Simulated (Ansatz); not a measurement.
Task: Each is relaxed and computed with PBE (plane waves, PAW; program Ansatz). Which is the only metal?
A. AlRu2C, P6_3/mmc (Al on 2d, Ru on 4f, C on 2a)
B. PbI2, P6_3/mmc (Pb on 2c, I on 4f)
C. TlBr, P6_3/mmc (Tl on 2c, Br on 2d)
D. AlBN2, chalcopyrite

Result: A, AlRu2C, P6_3/mmc (Al on 2d, Ru on 4f, C on 2a). AlRu2C: metal; TlBr: gap 3.09 eV (direct); AlBN2: gap 2.89 eV (direct); PbI2: gap 2.56 eV (indirect). Constructed cells (a structure type filled with these elements, in neither database checked): TlBr, P6_3/mmc (Tl on 2c, Br on 2d); PbI2, P6_3/mmc (Pb on 2c, I on 4f). Typed or built starts, not in the databases checked: AlRu2C, P6_3/mmc (Al on 2d, Ru on 4f, C on 2a); AlBN2, chalcopyrite. Not the usual ambient phase: PbI2, P6_3/mmc (Pb on 2c, I on 4f). Weakly bound layers, chains or molecules computed without a dispersion correction, so cells and soft constants are ill determined: PbI2, P6_3/mmc (Pb on 2c, I on 4f). All cells were relaxed under the symmetry of their starts (and spin orders); stability against distortions was not tested throughout. Rows with no word on spin ran without spin polarisation. Spin–orbit coupling is left out wherever it is not named.

Potentials: the later of the program's two PAW sets.
